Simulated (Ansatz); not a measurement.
Relaxed-ion elastic tensor of Co (hcp (Mg type), P6_3/mmc) in GPa (Voigt order), PBEsol (plane waves, PAW; program Ansatz); density 9.44 g/cm³, 10.36 Å³ per atom.

```tsv
	1	2	3	4	5	6
1	412	192	130	0.0	0.0	0.0
2	192	412	130	0.0	0.0	0.0
3	130	130	462	0.0	0.0	0.0
4	0.0	0.0	0.0	109	0.0	0.0
5	0.0	0.0	0.0	0.0	109	0.0
6	0.0	0.0	0.0	0.0	0.0	110
```

**Question.** Is the crystal mechanically stable?

**Answer.** Yes: the smallest eigenvalue of C is 109 GPa.

**Question.** Work out the Voigt, Reuss and Hill averages.

**Answer.** K_V = 243, K_R = 243, K_H = 243; G_V = 121, G_R = 118, G_H = 119 GPa.

**Question.** Give Young's modulus, Poisson's ratio, Pugh's ratio and the universal anisotropy index.

**Answer.** E = 9KG/(3K + G) = 308 GPa; ν = 0.29; K/G = 2.04 (ductile by the Pugh limit of 1.75); A_U = 5G_V/G_R + K_V/K_R − 6 = 0.15.

**Question.** Estimate the sound speeds and the Debye temperature.

**Answer.** v_l = √((K + 4G/3)/ρ) = 6530 m/s, v_t = √(G/ρ) = 3560 m/s, mean 3970 m/s; Θ = (h/k)(3n/4πV)^(1/3) v_m = 542 K.

**Question.** How much does each axis shrink under pressure?

**Answer.** Linear compressibilities β_i = Σ_j S_ij (j = 1 to 3): x 1.4, y 1.4, z 1.4 per TPa.

Symmetry was held in the PBEsol relaxation. The final state is ferromagnetic, chosen from 5 collinear starts compared on coarse meshes (ties went to the first, and starts can fall back to one state), not a proven ground state. Textbook magnetic order: ferromagnetic. As this level gives no gap, shear constants depend on the k-mesh and smearing (Fermi–Dirac, 0.1 eV here). On the denser mesh and wider smearing of the elastic run this cell carries a stress of 0.5 GPa.

Potentials: the earlier of the program's two PAW sets. The files were generated under PBE; for other functionals the program regenerates the frozen cores, and for LDA and PBEsol the local potential too.
